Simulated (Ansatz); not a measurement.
A geometry of LiNbO3 away from equilibrium: step 14 of the relaxation of a randomly generated symmetric cell of LiNbO3 (space group No. 187). Computed with PBEsol (plane waves to 420 eV, PAW, scalar-relativistic; Ansatz, a program for electronic structure). Γ-centred k-mesh 8×8×2 on the run's cell (coarser than for final values), Fermi–Dirac smearing 0.05 eV. The plane waves were selected for a different cell earlier on the path.

```yaml
crystal:
  lattice:
    - [3.42949, 0.00000, 0.00000]
    - [-1.71474, 2.97003, 0.00000]
    - [0.00000, 0.00000, 12.14454]
  atoms:
    - { symbol: Li, position: [0.00000, 0.00000, 0.00000] }
    - { symbol: Li, position: [0.33333, 0.66667, 0.50000] }
    - { symbol: Nb, position: [0.00000, 0.00000, 0.29028] }
    - { symbol: Nb, position: [0.00000, 0.00000, 0.70972] }
    - { symbol: O, position: [0.66667, 0.33333, 0.61670] }
    - { symbol: O, position: [0.66667, 0.33333, 0.38330] }
    - { symbol: O, position: [0.00000, 0.00000, 0.85669] }
    - { symbol: O, position: [0.00000, 0.00000, 0.14331] }
    - { symbol: O, position: [0.33333, 0.66667, 0.72451] }
    - { symbol: O, position: [0.33333, 0.66667, 0.27549] }
```

**Question.** Give the Cartesian forces on all atoms (eV/Å).

**Answer.** 
```
atom    Fx    Fy     Fz
----  ----  ----  -----
Li1   0.00  0.00   0.00
Li2   0.00  0.00   0.00
Nb3   0.00  0.00  -0.76
Nb4   0.00  0.00   0.76
O5    0.00  0.00  -0.24
O6    0.00  0.00   0.24
O7    0.00  0.00  -0.40
O8    0.00  0.00   0.40
O9    0.00  0.00  -0.22
O10   0.00  0.00   0.22
```

The path ends in P-6m2 (No. 187). No spin polarisation in the result.

The run could not lose the symmetry of its start, so the end can be a saddle point.

The end of the path is a generated cell of LiNbO3: the first start was made by a random draw of sites in a space group, and the end was not matched to a known phase here, so it may be hypothetical. Known forms of LiNbO3 include space group No. 161.
